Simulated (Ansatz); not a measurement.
A generator proposed this cell of TaSi.

Space group Pm-3m (No. 221). a = 3.377 Å, b = 3.377 Å, c = 3.377 Å, α = 90.00°, β = 90.00°, γ = 90.00°
| atom | site | symmetry | x | y | z |
| --- | --- | --- | --- | --- | --- |
| Ta | 1b | m-3m | 0.5000 | 0.5000 | 0.5000 |
| Si | 1a | m-3m | 0.0000 | 0.0000 | 0.0000 |

Method: DFT PBE, scalar-relativistic, plane waves, PAW in Ansatz 0.2.0. Settings: cutoff 420 eV, Γ-centred mesh 6×6×6 on the computed 2-atom cell, Gaussian smearing of 0.10 eV; no spin polarisation.

Formation energies are uncorrected and refer to the elements' standard structures at the same level.

Question: How far from equilibrium is it?

Answer: The pressure is -24.6 GPa (it wants to contract), the largest force is 0.00 eV/Å (symmetry fixes the atoms), and the energy is +0.22 eV/atom against the elements. The shortest distance is 2.92 Å.

Question: Is it a good guess?

Answer: A rough one: relaxing gains about 0.31 eV/atom (the start's value is from the coarse mesh, so the gain is rough) in 9 ionic steps and ends at −0.08 eV/atom on the finer mesh. The symmetry stays Pm-3m (No. 221). The end has the caesium chloride type. The volume per atom shrinks by 18.6 %, from 19.3 to 15.7 Å³. The shortest distance goes from 2.92 Å (Ta–Si) to 2.73 Å (Ta–Si). Conventional cell: a = 3.153 Å. Ta has 8 Si at 2.73 Å and 6 Ta at 3.15 Å; around Si lie 8 Ta at 2.73 Å and 6 Si at 3.15 Å.

The last run used an 18×18×18 mesh for its 2-atom cell and Gaussian smearing of 0.10 eV. These runs have no spin–orbit coupling, which can matter for Ta. The cell is a metal run without spin; a magnetic state may lie lower. The relaxation can't lower the symmetry of the start, and the grade says only how near the guess is to its own end. Symmetry constrained the relaxation, so the result can be a saddle point.
